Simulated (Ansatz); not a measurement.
## BaTiO₃: ¹⁷O NMR of the central transition

Cell: a computed structure from the Materials Project (it need not be an observed phase).

```xyz
5
Lattice="4.0077 0.0000 0.0000 0.0000 4.0077 0.0000 0.0000 0.0000 4.0077" Properties=species:S:1:pos:R:3 pbc="T T T"
Ba    2.0038    2.0038    2.0038
Ti    0.0000    0.0000    0.0000
O     2.0038    0.0000    0.0000
O     0.0000    2.0038    0.0000
O     0.0000    0.0000    2.0038
```

Sites (sets of like atoms) are named by element and the number of their first atom in this list.

Method: Kohn–Sham DFT in Ansatz, PBE, plane waves and PAW (field gradients read without the response of the frozen cores, which leaves them typically 4 to 6 % off), scalar-relativistic, 420 eV cutoff, Γ-centred 5×5×5 k-points, Fermi–Dirac smearing 0.02 eV.

¹⁷O has I = 5/2 and Q = -25.58 mb (Pyykkö 2018); at 14.1 T its Larmor frequency is ν₀ = 81.4 MHz. Only the quadrupole interaction is simulated: positions count from each site's isotropic chemical shift, and J coupling is left out, as are shift anisotropy and dipolar coupling, which fast spinning averages.

Simulated pattern of one O site (fast magic-angle spinning, Gaussian broadening 0.02 kHz):

```
offset (kHz)  height
     -0.5257       0
     -0.5134       1
     -0.5010       3
     -0.4887       5
     -0.4763       5
     -0.4640       5
     -0.4516       5
     -0.4393       5
     -0.4269       5
     -0.4146       5
     -0.4022       6
     -0.3899       6
     -0.3775       6
     -0.3652       6
     -0.3528       6
     -0.3405       7
     -0.3281      20
     -0.3158      64
     -0.3034      75
     -0.2911      55
     -0.2787      46
     -0.2664      41
     -0.2540      39
     -0.2417      37
     -0.2293      36
     -0.2170      35
     -0.2047      35
     -0.1923      35
     -0.1800      36
     -0.1676      37
     -0.1553      38
     -0.1429      41
     -0.1306      44
     -0.1182      48
     -0.1059      56
     -0.0935      73
     -0.0812     100
     -0.0688      69
     -0.0565      12
     -0.0441       0
```

Problem. Which |C_Q| and η does the pattern imply?

Solution. The pattern spans 0.432 kHz before broadening and its centre of gravity is at -0.202 kHz, which fixes P_Q; the places of the horns and steps fix η. That gives P_Q = 1.65 MHz, |C_Q| = 1.65 MHz and η = 0.00. The sign of C_Q can't be read from the pattern.

An axis of threefold or higher order runs through O, so V_zz lies along it and η is zero.

This high-symmetry form of BaTiO3 is unstable when cold, to polar off-centring of Ti. The symmetry of the cell holds that distortion back, wholly or in part, and it would change the field gradients, the more the larger the distortion.
